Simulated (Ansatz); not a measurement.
## A vibration from a frozen displacement in AlCu

All numbers below come from DFT r2SCAN, scalar-relativistic, plane waves, PAW (Ansatz). The runs took a 500 eV cutoff, a Γ-centred 16×16×16 mesh and Gaussian smearing (0.15 eV). No spin polarisation. Energies are free energies at this smearing, counted from the undisturbed cell; pressure is positive in compression.

The undisturbed cell (as given, not relaxed at this level; it stands at -4.9 GPa, and it needn't be the usual structure):

```
Al Cu
1.0
     2.99751    0.00000    0.00000
     0.00000    2.99751    0.00000
     0.00000    0.00000    2.99751
Al Cu
1 1
Direct
  0.00000 0.00000 0.00000
  0.50000 0.50000 0.50000
```

Every Al atom is moved by x along the Cartesian unit vector (-1.000, 0.000, 0.000); the cell and all other atoms stay fixed. The cell's volume is 26.93 Å³; the moved atoms weigh 26.982 u together and the others 63.546 u. Some rows repeat others by symmetry and weren't run.

```csv
x (Å),ΔE (meV/cell),total force on the moved atoms along the move (eV/Å),pressure (GPa)
-0.5000,493.00,1.9303,6.0034
-0.4375,379.14,1.7107,3.5509
-0.3750,279.41,1.4790,1.3727
-0.3125,194.44,1.2394,-0.5078
-0.2500,124.59,0.9950,-2.0693
-0.1875,70.12,0.7476,-3.2989
-0.1250,31.17,0.4987,-4.1867
-0.0625,7.79,0.2493,-4.7240
0.0000,0.00,0.0000,-4.9041
0.0625,7.79,-0.2493,-4.7240
0.1250,31.17,-0.4987,-4.1867
0.1875,70.12,-0.7476,-3.2989
0.2500,124.59,-0.9950,-2.0693
0.3125,194.44,-1.2394,-0.5078
0.3750,279.41,-1.4790,1.3727
0.4375,379.14,-1.7107,3.5509
0.5000,493.00,-1.9303,6.0034
```

Problem. What frequency belongs to this motion?

Solution. The force constant is k = −dF/dx = 3.989 eV/Å², from the parabola through x = -0.0625, 0 and 0.0625. In every cell the moved atoms swing against the rest, so the mass is μ = m₁m₂/(m₁ + m₂) = 18.940 u, and ν̃ = 521.5 cm⁻¹ × √(|k|/μ) = 239 cm⁻¹, at this cell's pressure of -4.9 GPa. To first order in x, and within 1 %, the force on every atom lies along the move and, within each of the two groups, in proportion to the atom's mass, so this is itself a mode at the zone centre of this cell.

Problem. How far does the harmonic law reach?

Solution. At x = -0.500 Å, kx²/2 = 498.60 meV against the computed 493.00 meV (-1.1 %): the well is still close to harmonic there.

Problem. The pressure changes with x². What does that say about the frequency under compression?

Solution. With E = k(V)x²/2, k ∝ V^(−2γ) and x scaling with the cell as V^(1/3), P − P0 = −∂E/∂V = (2γ − 2/3) ΔE/V. At x = 0.1250 Å, V(P − P0) = 26.93 × 0.71736 / 160.2 eV = 120.59 meV and ΔE = 31.17 meV, so γ = 1/3 + V(P − P0)/(2ΔE) = 2.27. This is the Grüneisen parameter of the motion under uniform scaling of the cell: shrinking the cell evenly by 1 % in volume raises the frequency by about 2.27 %.

In a metal these slopes depend on the k mesh and the smearing.